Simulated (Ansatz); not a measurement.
Consider the following.

BN:
```xyz
2
Lattice="0.0000 1.7517 1.7517 1.7517 0.0000 1.7517 1.7517 1.7517 0.0000" Properties=species:S:1:pos:R:3 pbc="T T T"
N      0.0000     0.0000     0.0000
B      1.7517     1.7517     1.7517
```

This is the PBE-relaxed structure.

Problem. All from PBE (plane waves, PAW; program Ansatz), unless another level is named. Predict the hole effective mass.

Solution. 0.22, 0.61, 1.6 mₑ (principal values).

Problem. And the valence-band maximum?

Solution. on the K–Γ line, 55 % of the way from K.

Problem. Predict the weight of the valence-edge state by species (Voronoi cells).

Solution. N 88 %, B 12 %.

Space group Fm-3m (rock salt). A made-up cell: these elements were put on the sites of a structure type; neither database checked (COD, Materials Project) lists it. It is not the phase usual at ambient conditions (space group No. 186, 194, 216). The cell was relaxed with PBE under the symmetry of its start. At this level the phase is dynamically unstable (imaginary phonons).

Potentials: the later of the program's two PAW sets.

Edges and masses are those of Kohn–Sham bands, whose gap is no quasiparticle gap.
